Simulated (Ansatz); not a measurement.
An Ansatz (a quantum-chemistry and plane-wave program) run. Input:

Ansatz 0.2 input:
```yaml
crystal:
  lattice:
    - [3.2627100758, 0.0, 0.0]
    - [-1.6313550379, 2.8255898108, 0.0]
    - [0.0, 0.0, 5.4470801918]
  atoms:
    - { symbol: B, position: [0.0, 0.0, 0.0] }
    - { symbol: B, position: [0.0, 0.0, 0.5] }
    - { symbol: As, position: [0.3333333333, 0.6666666667, 0.25] }
    - { symbol: As, position: [0.6666666667, 0.3333333333, 0.75] }
kpoints:
  mp_grid: { grid: [11, 11, 6] }
  band_path:
    path:
      - [[0.0, 0.0, 0.0], [0.5, 0.0, 0.0], [0.3333333333, 0.3333333333, 0.0], [0.0, 0.0, 0.0], [0.0, 0.0, 0.5], [0.5, 0.0, 0.5], [0.3333333333, 0.3333333333, 0.5], [0.0, 0.0, 0.5]]  # Γ-M-K-Γ-A-L-H-A
      - [[0.5, 0.0, 0.5], [0.5, 0.0, 0.0]]  # L-M
      - [[0.3333333333, 0.3333333333, 0.5], [0.3333333333, 0.3333333333, 0.0]]  # H-K
    npoints: 8
basis: { xc_grid: 2 }
hamiltonian:
  xc: pbe
  pseudopotentials: { azcp: { folder: ./paw }, kind: paw_fr }
magnetization: { noncollinear: true, spin_orbit: true }
scf:
  n_extra_bands: 12
  convergence: { dr2_threshold: 0.0000000001 }
  occupations: { method: gaussian, width: 0.05 }
output: { eigenvalues: true }
```

Output (shortened):

```
Pseudopotential: B, paw, valence charge 3
Pseudopotential: As, paw, valence charge 15
Functional definition: PBE
non-collinear run that drives no moment, with spin-orbit …
Crystal: 4 atoms, lattice volume = 50.217 Å³
Basis set: ecut = 420 eV, 1003 PW (Γ), exchange–correlation on 48×48×80 points (8 copies of the dense FFT grid, shifted against one another)
Bands: 48, of which v1, the nominal top of the filled ones, is band 36 counted from 1 (35 counted from 0)
Symmetry: 24 space group operations + 24 with time reversal
k-points: 64 of 726
Projection manifold: j_resolved (fully-relativistic pseudo-atomic orbitals)
SCF iter   1: F=—  HF=-10020.918990 eV  |F-HF|=—  |Δ(HF+E_count)|=         —  Δρ=4.80e-2  dr2=1.72e0  dr2_m=0.00e0 (ungated)  ethr=3.10e-3  |M|=0.00e0 ∫|m|=0.00e0 μB  |m|>n=0.0e0 m-floor=0.0e0 τ_xc=0.0e0  β_m=0.30  ⟨swp⟩=5.5  Hψ=6514  notcnv=0  defer=28
preconditioner: auto → Kerker (q_TF=auto, 2.581 Å⁻¹)
spin=Noncollinear: Kerker preconditioning applied to the charge; magnetization (m_x, m_y, m_z) channels mix plain (no charge-response kernel on spin).
SCF iter   2: F=—  HF=-10020.657549 eV  |F-HF|=—  |Δ(HF+E_count)|=   2.61e-1  Δρ=3.27e-2  dr2=7.76e-1  dr2_m=0.00e0 (ungated)  ethr=3.10e-3  |M|=0.00e0 ∫|m|=0.00e0 μB  |m|>n=0.0e0 m-floor=0.0e0 τ_xc=0.0e0  β_m=0.60  ⟨swp⟩=2.0  Hψ=1981  notcnv=0  defer=370
SCF iter   3: F=—  HF=-10020.460796 eV  |F-HF|=—  |Δ(HF+E_count)|=   1.97e-1  Δρ=7.03e-3  dr2=2.42e-2  dr2_m=0.00e0 (ungated)  ethr=2.15e-3  |M|=0.00e0 ∫|m|=0.00e0 μB  |m|>n=0.0e0 m-floor=0.0e0 τ_xc=0.0e0  β_m=0.70  ⟨swp⟩=2.2  Hψ=2006  notcnv=0  defer=370
SCF iter   4: F=—  HF=-10020.460281 eV  |F-HF|=—  |Δ(HF+E_count)|=   5.14e-4  Δρ=2.77e-3  dr2=4.38e-3  dr2_m=0.00e0 (ungated)  ethr=6.73e-5  |M|=0.00e0 ∫|m|=0.00e0 μB  |m|>n=0.0e0 m-floor=0.0e0 τ_xc=0.0e0  β_m=0.74  ⟨swp⟩=2.9  Hψ=2678  notcnv=0  defer=372
SCF iter   5: F=—  HF=-10020.460229 eV  |F-HF|=—  |Δ(HF+E_count)|=   5.20e-5  Δρ=7.59e-4  dr2=3.28e-4  dr2_m=0.00e0 (ungated)  ethr=1.22e-5  |M|=0.00e0 ∫|m|=0.00e0 μB  |m|>n=0.0e0 m-floor=0.0e0 τ_xc=0.0e0  β_m=0.87  ⟨swp⟩=2.4  Hψ=2542  notcnv=0  defer=372
SCF iter   6: F=—  HF=-10020.460327 eV  |F-HF|=—  |Δ(HF+E_count)|=   9.72e-5  Δρ=1.93e-4  dr2=1.73e-5  dr2_m=0.00e0 (ungated)  ethr=9.11e-7  |M|=0.00e0 ∫|m|=0.00e0 μB  |m|>n=0.0e0 m-floor=0.0e0 τ_xc=0.0e0  β_m=0.94  ⟨swp⟩=2.0  Hψ=2488  notcnv=0  defer=372
SCF iter   7: F=—  HF=-10020.460323 eV  |F-HF|=—  |Δ(HF+E_count)|=   3.97e-6  Δρ=3.61e-5  dr2=3.55e-7  dr2_m=0.00e0 (ungated)  ethr=4.80e-8  |M|=0.00e0 ∫|m|=0.00e0 μB  |m|>n=0.0e0 m-floor=0.0e0 τ_xc=0.0e0  β_m=0.97  ⟨swp⟩=2.0  Hψ=2492  notcnv=0  defer=372
SCF iter   8: F=—  HF=-10020.460323 eV  |F-HF|=—  |Δ(HF+E_count)|=   4.65e-7  Δρ=3.62e-6  dr2=4.47e-9  dr2_m=0.00e0 (ungated)  ethr=9.85e-10  |M|=0.00e0 ∫|m|=0.00e0 μB  |m|>n=0.0e0 m-floor=0.0e0 τ_xc=0.0e0  β_m=0.98  ⟨swp⟩=2.0  Hψ=2656  notcnv=0  defer=372
SCF iter  10: F=-10020.460323 eV  HF=-10020.460323 eV  |F-HF|=0.00e0  |Δ(HF+E_count)|=  1.82e-11  Δρ=1.32e-7  dr2=9.60e-12  dr2_m=0.00e0 (ungated)  ethr=1.00e-12  |M|=0.00e0 ∫|m|=0.00e0 μB  |m|>n=0.0e0 m-floor=0.0e0 τ_xc=0.0e0  ⟨swp⟩=8.6  Hψ=5502  notcnv=0
SCF 1 converged in 10 iterations: F = -10020.460323 eV  dr2 = 9.60e-12
NSCF: frozen V_eff on 75 k-points
SCF converged after 10 iterations
Magnetization: |M| = 0.0000 μB,  M = (+0.0000, +0.0000, +0.0000) μB
Absolute magnetization: 0.0000 μB (∫|m|)
  site 0: m = (+0.0000, +0.0000, +0.0000) μB, |m| = 0.0000 μB  (R = 0.96 Å)
  site 1: m = (+0.0000, +0.0000, +0.0000) μB, |m| = 0.0000 μB  (R = 0.96 Å)
  site 2: m = (+0.0000, +0.0000, +0.0000) μB, |m| = 0.0000 μB  (R = 0.96 Å)
  site 3: m = (+0.0000, +0.0000, +0.0000) μB, |m| = 0.0000 μB  (R = 0.96 Å)
Free energy (F): -10020.460323 eV
Harris-Foulkes:  -10020.460323 eV  (|F-HF|=0.00e0)
Internal energy: -10020.458949 eV  (E = F + TS)
E sigma→0 (E₀):  -10020.459636 eV
Entropy (-TS):   -0.001374 eV (-0.344 meV/atom)
Fermi energy:    12.108299 eV
--- Per-component energies (eV) ---
  E_band       = -385.681270
  E_kinetic    = 282.830966
  E_local      = -3596.749050  (includes V_loc(G=0)·N_el)
  E_nonlocal   = -764.755912
  E_hartree    = 2073.914747
  E_xc         = -204.187402
  E_vxc        = -222.075889  (∫ρ·V_xc dr)
  E_paw        = -4185.205198  (= ΣΔE_a)
  E_vpaw       = -232.760853  (= ΣTr[D̂ρ^β])
  E_aug_tail   = -0.000013  (compensation charges beyond the density's cutoff)
  E_ewald      = -3626.307087
  E_smearing   = -0.001374  (= −TS)
  E_closure    =  0.000000  (closes the sum)
  Σ components = -10020.460323   (vs F -10020.460323, Δ=0.00e0)
  [band-id]    e_kinetic+e_local+e_nonlocal+2·e_hartree+e_vxc+e_vpaw+e_augmentation_tail = -385.681257   (vs E_band -385.681270, Δ=1.27e-5)
--- Band table (eV; the first three rows and the last of 64) ---
  k-point 0: bands = ["-24.3818", "-24.3818", "-24.3815", "-24.3815", "-24.3765", "-24.3765", "-24.3708", "-24.3708", "-23.6583", "-23.6583", "-23.6567", "-23.6567", "-23.6504", "-23.6504", "-23.6502", "-23.6502", "-23.6451", "-23.6451", "-23.6441", …
  k-point 1: bands = ["-24.3818", "-24.3818", "-24.3815", "-24.3815", "-24.3761", "-24.3761", "-24.3712", "-24.3712", "-23.6583", "-23.6583", "-23.6569", "-23.6569", "-23.6500", "-23.6500", "-23.6497", "-23.6497", "-23.6453", "-23.6453", "-23.6445", …
  k-point 2: bands = ["-24.3817", "-24.3817", "-24.3816", "-24.3816", "-24.3751", "-24.3751", "-24.3722", "-24.3722", "-23.6583", "-23.6583", "-23.6574", "-23.6574", "-23.6488", "-23.6488", "-23.6485", "-23.6485", "-23.6460", "-23.6460", "-23.6457", …
  k-point 63: bands = ["-24.3780", "-24.3780", "-24.3759", "-24.3759", "-24.3730", "-24.3730", "-24.3728", "-24.3728", "-23.6528", "-23.6528", "-23.6515", "-23.6515", "-23.6494", "-23.6494", "-23.6483", "-23.6483", "-23.6438", "-23.6438", "-23.6415", …
```

Cost: very roughly 70 core-seconds on shared cores.

Space group P6_3/mmc (NiAs type). The start of the workflow was typed in or built on a structure type; neither database checked (COD, Materials Project) lists it. It is not the phase usual at ambient conditions (space group No. 216). The PBE relaxation kept the symmetry of its start; whether a distortion lowers the energy is not shown. Its formation energy is positive at this level, so the cell may be metastable or incomplete.

Potentials: the earlier of the program's two PAW sets.

Ansatz is a plane-wave DFT program.
